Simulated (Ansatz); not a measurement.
**Orbital-resolved density of states of Si2W**

```yaml
crystal:
  lattice:
    - [-1.60600, 1.60600, 3.94000]
    - [1.60600, -1.60600, 3.94000]
    - [1.60600, 1.60600, -3.94000]
  atoms:
    - { symbol: Si, position: [0.33300, 0.33300, 0.00000] }
    - { symbol: Si, position: [0.66700, 0.66700, 0.00000] }
    - { symbol: W, position: [0.00000, 0.00000, 0.00000] }
```

Atom numbers follow the list: Si1, Si2, W3.

The cell comes from COD entry 1010283, which wasn't checked; take it as a given geometry. It differs from other determinations.

No spin–orbit coupling, which matters for the heavy atoms here.

Method: DFT, LDA, all-electron LAPW, scalar-relativistic in Ansatz 0.2.0.

The runs use a Γ-centred 11×11×14 k mesh, Fermi–Dirac smearing of 0.05 eV, basis error target 1 meV/atom, no spin polarisation; this mesh doesn't keep the crystal's whole symmetry, which leaves small spurious terms.

States per eV for one atom of each kind, in 0.4 eV bins named by their centres, from the Fermi level, projected on a minimal set of Löwdin-orthogonalised atomic shells; orbitals are real harmonics on the Cartesian axes, equal curves share a column, and empty bins are left out, as is all above 4.7 eV, near the top of the computed bands.

W3 5d:

```
# E all dz2 dxz=dyz dx2-y2 dxy
-12.3 0.01 0.00 0.00 0.00 0.00
-11.9 0.02 0.00 0.00 0.00 0.00
-11.5 0.03 0.00 0.01 0.00 0.01
-11.1 0.04 0.00 0.01 0.00 0.01
-10.7 0.05 0.01 0.01 0.00 0.02
-10.3 0.09 0.02 0.02 0.00 0.03
-9.9 0.11 0.02 0.02 0.00 0.05
-9.5 0.22 0.03 0.02 0.00 0.15
-9.1 0.15 0.05 0.03 0.00 0.04
-8.7 0.18 0.05 0.04 0.00 0.04
-8.3 0.18 0.05 0.05 0.00 0.03
-7.9 0.16 0.05 0.05 0.00 0.03
-7.5 0.16 0.04 0.04 0.01 0.02
-7.1 0.16 0.04 0.04 0.02 0.02
-6.7 0.17 0.05 0.03 0.03 0.03
-6.3 0.32 0.04 0.06 0.05 0.10
-5.9 0.27 0.03 0.05 0.07 0.07
-5.5 0.30 0.09 0.05 0.07 0.04
-5.1 0.18 0.04 0.04 0.05 0.01
-4.7 0.34 0.06 0.07 0.11 0.03
-4.3 0.64 0.09 0.13 0.21 0.08
-3.9 0.58 0.09 0.10 0.23 0.07
-3.5 0.76 0.17 0.12 0.26 0.09
-3.1 1.17 0.37 0.19 0.32 0.10
-2.7 2.17 0.61 0.36 0.44 0.39
-2.3 2.03 0.26 0.41 0.30 0.65
-1.9 0.79 0.11 0.22 0.05 0.19
-1.5 0.64 0.05 0.20 0.02 0.18
-1.1 0.59 0.02 0.20 0.01 0.16
-0.7 0.68 0.01 0.25 0.00 0.16
-0.3 0.40 0.01 0.13 0.01 0.11
0.1 0.17 0.03 0.02 0.04 0.06
0.5 0.32 0.13 0.02 0.11 0.03
0.9 0.39 0.11 0.04 0.17 0.03
1.3 0.54 0.12 0.06 0.21 0.08
1.7 0.80 0.18 0.09 0.31 0.13
2.1 1.04 0.23 0.14 0.43 0.11
2.5 1.34 0.25 0.22 0.57 0.08
2.9 0.80 0.17 0.09 0.37 0.08
3.3 0.61 0.15 0.09 0.16 0.13
3.7 0.55 0.12 0.12 0.04 0.17
4.1 0.74 0.15 0.21 0.05 0.13
4.5 0.55 0.14 0.15 0.04 0.06
```

Si1 3p:

```
# E all pz px=py
-13.5 0.01 0.00 0.00
-13.1 0.02 0.01 0.01
-12.7 0.04 0.01 0.01
-12.3 0.05 0.02 0.02
-11.9 0.07 0.02 0.02
-11.5 0.08 0.02 0.03
-11.1 0.08 0.02 0.03
-10.7 0.09 0.02 0.04
-10.3 0.12 0.03 0.04
-9.9 0.12 0.04 0.04
-9.5 0.12 0.06 0.03
-9.1 0.14 0.07 0.03
-8.7 0.14 0.07 0.04
-8.3 0.12 0.06 0.03
-7.9 0.11 0.05 0.03
-7.5 0.12 0.05 0.03
-7.1 0.15 0.06 0.04
-6.7 0.19 0.09 0.05
-6.3 0.43 0.13 0.15
-5.9 0.34 0.11 0.12
-5.5 0.31 0.13 0.09
-5.1 0.15 0.04 0.06
-4.7 0.24 0.08 0.08
-4.3 0.31 0.09 0.11
-3.9 0.22 0.07 0.08
-3.5 0.28 0.10 0.09
-3.1 0.36 0.13 0.11
-2.7 0.72 0.29 0.21
-2.3 0.85 0.21 0.32
-1.9 0.30 0.09 0.11
-1.5 0.14 0.04 0.05
-1.1 0.09 0.03 0.03
-0.7 0.05 0.02 0.02
-0.3 0.04 0.00 0.02
0.1 0.04 0.00 0.02
0.5 0.10 0.02 0.04
0.9 0.12 0.02 0.05
1.3 0.17 0.03 0.07
1.7 0.22 0.04 0.09
2.1 0.26 0.06 0.10
2.5 0.33 0.08 0.13
2.9 0.22 0.05 0.09
3.3 0.20 0.06 0.07
3.7 0.24 0.08 0.08
4.1 0.35 0.10 0.13
4.5 0.38 0.12 0.13
```

Si1 3s:

```
# E all
-13.9 0.01
-13.5 0.04
-13.1 0.06
-12.7 0.07
-12.3 0.09
-11.9 0.11
-11.5 0.12
-11.1 0.12
-10.7 0.13
-10.3 0.16
-9.9 0.17
-9.5 0.23
-9.1 0.19
-8.7 0.18
-8.3 0.14
-7.9 0.11
-7.5 0.08
-7.1 0.06
-6.7 0.04
-6.3 0.04
-5.9 0.03
-5.5 0.05
-5.1 0.06
-4.7 0.07
-4.3 0.10
-3.9 0.07
-3.5 0.09
-3.1 0.08
-2.7 0.08
-2.3 0.06
-1.9 0.03
-1.5 0.02
-1.1 0.01
-0.7 0.01
0.1 0.01
0.5 0.06
0.9 0.06
1.3 0.09
1.7 0.13
2.1 0.16
2.5 0.20
2.9 0.11
3.3 0.10
3.7 0.12
4.1 0.15
4.5 0.13
```

W3 6s:

```
# E all
-13.9 0.02
-13.5 0.05
-13.1 0.06
-12.7 0.06
-12.3 0.06
-11.9 0.06
-11.5 0.05
-11.1 0.04
-10.7 0.04
-10.3 0.04
-9.9 0.04
-9.5 0.03
-9.1 0.03
-8.7 0.02
-8.3 0.02
-7.9 0.01
-7.5 0.02
-7.1 0.03
-6.7 0.05
-6.3 0.06
-5.9 0.06
-5.5 0.04
-5.1 0.02
-4.7 0.05
-4.3 0.10
-3.9 0.05
-3.5 0.05
-3.1 0.04
-2.7 0.03
-2.3 0.02
0.9 0.01
1.3 0.02
1.7 0.07
2.1 0.09
2.5 0.14
2.9 0.20
3.3 0.27
3.7 0.16
4.1 0.18
4.5 0.18
```
